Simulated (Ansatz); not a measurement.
Si₂Mo:
```yaml
crystal:
  lattice:
    - [0.00000, 3.98093, 4.36100]
    - [2.28609, 0.00000, 4.36100]
    - [2.28609, 3.98093, 0.00000]
  atoms:
    - { symbol: Si, position: [0.66410, 0.33590, 0.66410] }
    - { symbol: Si, position: [0.33590, 0.66410, 0.33590] }
    - { symbol: Si, position: [0.58590, 0.91410, 0.58590] }
    - { symbol: Si, position: [0.91410, 0.58590, 0.91410] }
    - { symbol: Mo, position: [0.00000, 0.00000, 0.00000] }
    - { symbol: Mo, position: [0.25000, 0.25000, 0.25000] }
```

Relaxed with PBEsol. Special points in fractions of this cell's reciprocal vectors: Γ (0.000, 0.000, 0.000); Y (0.500, 0.000, 0.500); T (1.000, 0.500, 0.500); Z (0.500, 0.500, 0.000); Σ0 (0.000, 0.401, 0.401); U0 (1.000, 0.599, 0.599); C0 (0.500, 0.236, 0.736); A0 (0.500, 0.764, 0.264); L (0.500, 0.500, 0.500).

Task: List the band energies nearest the Fermi level at these points for plane-wave PAW PBEsol (Ansatz code).

Result: In eV from the Fermi level; about four levels below and three above (degenerate sets whole), none deeper than 8.9 eV; points with the same levels are listed once.

```
k                     below                above
--  -----------------------  -------------------
Γ   -3.26 -2.42 -2.26 -2.13       0.30 2.28 2.54
Y   -2.89 -2.89 -0.47 -0.47  2.34 2.34 2.67 2.67
T   -2.51 -2.51 -1.14 -1.14  1.12 1.12 2.48 2.48
Z   -2.09 -2.09 -1.46 -1.46  2.61 2.61 2.86 2.86
Σ0  -1.88 -1.86 -1.07 -1.05       0.41 1.46 2.54
C0  -2.82 -2.82 -0.15 -0.15  0.94 0.94 1.92 1.92
L   -2.17 -1.83 -0.54 -0.04       0.31 1.10 1.75
```

Space group Fddd. The start of the workflow was typed in or built on a structure type; neither database checked (COD, Materials Project) lists it. It is not the phase usual at ambient conditions (space group No. 139). The cell was relaxed with PBEsol under the symmetry of its start; its stability against distortions is not shown here. No spin polarisation was allowed. Spin–orbit coupling is left out wherever it is not named.

Potentials: the earlier of the program's two PAW sets. The files were generated under PBE; for other functionals the program regenerates the frozen cores, and for LDA and PBEsol the local potential too.
